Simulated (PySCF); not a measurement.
PySCF single point, B3LYP/6-31G*, density fitting, C-PCM implicit carbon tetrachloride (electrostatics alone), on octafluoropropane, C3F8 (SMILES FC(F)(F)C(F)(F)C(F)(F)F), charge 0, multiplicity 1.

```python
from pyscf import gto, scf, dft
mol = gto.M(atom='''
F     -1.360017    -1.198399    -1.082649
C     -1.300688    -0.430569    -0.000716
F     -1.347817    -1.216216     1.069078
F     -2.370006     0.351860     0.011730
C      0.000050     0.428155    -0.000927
F      0.000446     1.220621     1.083942
F     -0.000383     1.221691    -1.084849
C      1.300789    -0.430566    -0.000827
F      1.345410    -1.221691    -1.066687
F      2.370006     0.351851    -0.020136
F      1.362770    -1.192826     1.084849
''', basis='6-31G*', charge=0, spin=0, verbose=3)
mf = dft.RKS(mol, xc='B3LYP')
mf = mf.density_fit()
mf = mf.PCM()
mf.with_solvent.method = 'C-PCM'
mf.with_solvent.eps = 2.238
mf.max_cycle = 100
e = mf.kernel()
print('converged', mf.converged)
print('E_total', e)
print('nao', mol.nao)
print('HOMO', mf.mo_energy[mf.mo_occ > 0].max())
mf.dip_moment()
```

The program's output:

```

WARN: PCM is an experimental feature. It is still in testing.
Features and APIs may be changed in the future.

converged SCF energy = -913.025012233268
converged True
E_total -913.0250122332684
nao 154
HOMO -0.3651882602383889
Dipole moment(X, Y, Z, Debye):  0.00005,  0.00466, -0.00216
```

The total energy is -24844.68 eV, -0.01 eV from the same level's vacuum run.
